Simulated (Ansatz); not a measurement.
# Sc, A15: geometry optimisation

All numbers below come from Ansatz 0.2.0, DFT, r2SCAN, plane waves (500 eV) with PAW, scalar-relativistic. The PAW files were generated under PBE, with cores re-solved for the functional.

k-point mesh 5×5×5, Fermi-Dirac smearing 0.1 eV, no spin polarisation. Cell and atoms relax.

Starting structure:

```
CELL_PARAMETERS angstrom
5.84820 0.00000 0.00000
0.00000 5.84820 0.00000
0.00000 0.00000 5.84820
ATOMIC_POSITIONS crystal
Sc 0.00000 0.00000 0.00000
Sc 0.50000 0.50000 0.50000
Sc 0.25000 0.00000 0.50000
Sc 0.75000 0.00000 0.50000
Sc 0.50000 0.25000 0.00000
Sc 0.50000 0.75000 0.00000
Sc 0.00000 0.50000 0.25000
Sc 0.00000 0.50000 0.75000
```

**Question.** The pressure at the start is 1.7 GPa. By how much does the volume change?

**Answer.** From 25.00 to 25.80 Å³ per atom, 3.2 %. The final cell has a = 5.910 Å.

**Question.** How much energy does the relaxation gain?

**Answer.** 4.1 meV per atom.
